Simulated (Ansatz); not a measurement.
The start is a randomly generated symmetric cell of TiTe2 (space group No. 65). The structure is fully relaxed (lattice and positions, P = 0) with PBEsol (plane waves to 420 eV, PAW, scalar-relativistic; Ansatz, a program for electronic structure). The first steps use a coarse 6×6×5 k-mesh.

Starting cell:
```
TiTe2
1.0
    2.64004    -3.16240     0.00000
    2.64004     3.16240     0.00000
    0.00000     0.00000     5.15201
Te Ti
2 1
Direct
  0.50000   0.50000   0.00000
  0.00000   0.00000   0.50000
  0.00000   0.00000   0.00000
```

Does the structure survive the relaxation? Give the final space group.

The space group goes from Cmmm (No. 65) to P4/mmm (No. 123), with 3 atoms in the primitive cell.

By how much does the energy per atom fall from start to end?

0.12 to 0.13 eV/atom (the two k-meshes of the run give this range).

How does the volume per atom move from start to end?

-7.6 %, from 28.68 to 26.49 Å³/atom.

How do the shortest distances between atoms change?

The closest pairs of elements (up to four, under 3.6 Å), start → end: Te–Ti 2.58 → 2.64 Å.

What band gap does the relaxed structure have at this level?

Zero (metallic).

What does it relax into? Give the structure.


Space group P4/mmm (No. 123); a = 3.8766 Å, b = 3.8766 Å, c = 5.2890 Å, α = 90.00°, β = 90.00°, γ = 90.00°

```json
[
 {"atom": "Te", "site": "1c", "symmetry": "4/mmm", "x": "0.5000", "y": "0.5000", "z": "0.0000"},
 {"atom": "Te", "site": "1b", "symmetry": "4/mmm", "x": "0.0000", "y": "0.0000", "z": "0.5000"},
 {"atom": "Ti", "site": "1a", "symmetry": "4/mmm", "x": "0.0000", "y": "0.0000", "z": "0.0000"}
]
```

Final values are on a 12×12×9 k-mesh of the relaxed cell. No spin polarisation in the result. A magnetic state may lie lower.

The run could not lose the symmetry of its start, so the end can be a saddle point.

All atoms sit on sites fixed by symmetry, so only the cell could relax.

The relaxed structure here is a generated cell of TiTe2: the first start was made by a random draw of sites in a space group, and the end was not matched to a known phase here, so it may be hypothetical. Known forms of TiTe2 include space group No. 164.
